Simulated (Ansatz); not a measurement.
The start is a relaxed Be cell displaced along its unstable phonon at q = (½, ½, ½) of its primitive reciprocal cell (211i cm⁻¹), largest move 0.15 Å. The cell and all atomic positions are relaxed at zero pressure with PBEsol (plane waves to 420 eV, PAW, scalar-relativistic; Ansatz, a quantum-chemistry and plane-wave program). First-step values are on the input's coarse k-mesh.

Ansatz input (later rounds restart from its end on a renewed k-mesh):
Ansatz 0.2 input:
```yaml
crystal:
  lattice:
    - [-2.2172739274, 2.2172739274, 7.4181786428]
    - [0, 0, 7.4181786428]
    - [0, 2.2172739274, 0]
  atoms:
    - { symbol: Be, position: [0, 0.8510813047, 0.0676506399] }
    - { symbol: Be, position: [0.5, 0.8510813047, -0.0676506399] }
    - { symbol: Be, position: [1, 0.1489186953, -0.0676506399] }
    - { symbol: Be, position: [0.5, 0.1489186953, 0.0676506399] }
basis: { ecutwfc: 420, ecutrho_ratio: 4, xc_grid: 2, fft_grid_basis: typed }
kpoints: { mp_grid: { grid: [20, 20, 20] } }
hamiltonian:
  xc: pbesol
  dispersion: none
  pseudopotentials: { azcp: { folder: ./paw }, kind: paw }
scf: { occupations: { method: fermi_dirac, width: 0.05 } }
relax: { f_tol: 0.01, max_steps: 100, cell: { stress_tol: 0.02 } }
output: { forces: true, stress: true }
```

```json
{
  "largest_initial_force": "0.22 eV/Å, on Be1, Be2, Be3, Be4 (atoms numbered as listed)",
  "energy_released": "0.17 eV/atom",
  "relative_to_the_parent": "It does not go back: it reaches Cmcm (No. 63), 0.19 eV/atom below the parent",
  "band_gap_at_the_end": "no gap (metallic)",
  "optimiser_moves": "13"
}
```

It ends as:

Space group Cmcm (No. 63); a = 2.329 Å, b = 6.991 Å, c = 2.143 Å, α = β = γ = 90.00°

```json
[
 {"atom": "Be", "site": "4c", "symmetry": "m2m", "x": "0.0000", "y": "0.1388", "z": "0.7500"}
]
```
(The calculation used a cell of 2 atoms; values per cell refer to that cell.)

Final values are on a 21×21×21 k-mesh of the relaxed cell. No spin polarisation in the result.

The run could not lose the symmetry of its start, so the end can be a saddle point.

The relaxed structure here is a generated cell of Be: the first start was made by placing the elements on the sites of a structure type, and the end was not matched to a known phase here, so it may be hypothetical. Known forms of Be include space group No. 194.
